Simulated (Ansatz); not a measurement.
**Two Ansatz runs on In$_{3}$Bi**

The structure comes from a relaxation in the same program, started in the ReO3 type, and has space group Pm-3m. Whether it is a known phase or the ground state wasn't checked.

First run: DFT, PBEsol, PAW with Ansatz's default frozen-core files, scalar-relativistic (Ansatz 0.2.0).

Command: `ansatz run input.yaml --threads 1 --pin off --max-ram 3072MiB --backend cpu --events-out ev --progress --plain --runs-dir out` The run took 77 s on 1 thread of Intel(R) Xeon(R) Platinum 8175M CPU @ 2.50GHz (Skylake/Cascade Lake) (shared host), peak memory 0.74 GiB.

```yaml
crystal:
  lattice:
    - [6.0525189373, 0.0, 0.0]
    - [0.0, 6.0525189373, 0.0]
    - [0.0, 0.0, 6.0525189373]
  atoms:
    - { symbol: Bi, position: [0.0, 0.0, 0.0] }
    - { symbol: In, position: [0.5, 0.0, 0.0] }
    - { symbol: In, position: [0.0, 0.5, 0.0] }
    - { symbol: In, position: [0.0, 0.0, 0.5] }
kpoints:
  mp_grid: { grid: [7, 7, 7] }
  band_path:
    path:
      - [0.0, 0.0, 0.0]
      - [0.0, 0.5, 0.0]
      - [0.5, 0.5, 0.0]
      - [0.0, 0.0, 0.0]
      - [0.5, 0.5, 0.5]
      - [0.0, 0.5, 0.0]
      - [0.5, 0.5, 0.5]
      - [0.5, 0.5, 0.0]
    npoints: 14
scf:
  occupations: { method: fermi_dirac, width: 0.05 }
hamiltonian:
  xc: pbesol
  pseudopotentials: { kind: paw }
output:
  forces: true
  stress: true
  eigenvalues: true
  efg: { contact_densities: true }
  populations: true
  bader: true
  dos: { projected: true, de: 0.2, e_range: [-14, 8] }
  write_density: true
  write_potential: true
  elf: true
  volumetric_format: npy
```

Result: converged; pressure 0.00 GPa; no gap on the k mesh; 7 SCF iterations.

No spin–orbit coupling, which matters for the heavy atoms here.

A second input differs as follows:

```diff
@@ -23,5 +23,6 @@
     npoints: 14
 scf:
-  occupations: { method: fermi_dirac, width: 0.05 }
+  occupations: { method: methfessel_paxton, width: 1.0 }
+  max_iter: 60
 hamiltonian:
   xc: pbesol
@@ -33,9 +34,3 @@
   efg: { contact_densities: true }
   populations: true
-  bader: true
-  dos: { projected: true, de: 0.2, e_range: [-14, 8] }
-  write_density: true
-  write_potential: true
-  elf: true
-  volumetric_format: npy
```

Question: What is wrong with it, and what does the program do?

Answer: The fault is a smearing of electronvolts. The run converged; energy at zero smearing +13.4 meV/atom from the first run; pressure -0.05 GPa; no gap on the k mesh; 7 SCF iterations. Such numbers aren't properties of the crystal. The log ends:
```
--- Band table (eV; the first three rows and the last of 20) ---
  k-point 0: bands = ["-19.4388", "-19.4388", "-19.3891", "-19.3891", "-19.3891", "-11.4916", "-11.2854", "-11.2854", "-11.2790", "-11.2790", "-11.2790", "-11.2637", "-11.2637", "-11.2637", "-11.2582", "-11.2446", "-11.2446", "-11.2159", "-11.2159", "-11.2159", "-7.7622", "-0.6666", "-0.5470", "-0.5470", "0.2198", "0.2198", "0.2198", "5.4879", "5.4879", "5.4879", "5.6386", "5.6386", "5.6386", "7.2839", "8.3938", "8.3938", "8.3938", "8.7371", "8.7371", "11.4737", "11.4737"]
  k-point 1: bands = ["-19.4388", "-19.4375", "-19.3890", "-19.3889", "-19.3889", "-11.4800", "-11.2853", "-11.2842", "-11.2784", "-11.2783", "-11.2783", "-11.2642", "-11.2623", "-11.2623", "-11.2594", "-11.2522", "-11.2445", "-11.2189", "-11.2189", "-11.2159", "-7.7642", "-1.2704", "-0.6143", "-0.5367", "0.2513", "0.2513", "1.1732", "5.2050", "5.2863", "5.2863", "5.4453", "5.5921", "5.5921", "7.6556", "8.4394", "8.8476", "8.8476", "8.8988", "9.1525", "10.4176", "11.4143"]
  k-point 2: bands = ["-19.4388", "-19.4345", "-19.3890", "-19.3887", "-19.3887", "-11.4500", "-11.2851", "-11.2809", "-11.2771", "-11.2770", "-11.2770", "-11.2732", "-11.2656", "-11.2624", "-11.2577", "-11.2577", "-11.2445", "-11.2270", "-11.2270", "-11.2159", "-7.7690", "-1.9386", "-0.5934", "-0.5132", "0.3260", "0.3260", "2.6418", "4.7880", "4.8352", "4.8352", "5.1003", "5.6224", "5.6224", "8.1896", "8.4764", "8.5574", "9.4592", "9.8336", "9.8336", "10.1509", "11.0070"]
  k-point 19: bands = ["-19.4286", "-19.4286", "-19.3879", "-19.3879", "-19.3879", "-11.3191", "-11.3076", "-11.3076", "-11.2859", "-11.2824", "-11.2824", "-11.2810", "-11.2705", "-11.2705", "-11.2485", "-11.2454", "-11.2454", "-11.2325", "-11.2325", "-11.2307", "-7.8175", "-2.0918", "-2.0854", "-2.0854", "2.8912", "2.9095", "2.9095", "4.6139", "4.6544", "4.6544", "6.5760", "6.6783", "6.7857", "6.7857", "7.3258", "7.3258", "7.3392", "10.2117", "10.5186", "10.5186", "11.2629"]
--- Löwdin populations: 4 sites ---
  site symbol       q [e]
     0     Bi     14.8514
     1     In     13.0147
     2     In     13.0147
     3     In     13.0147
  spilling = 0.001933 (of n_electrons = 54.000000)
```
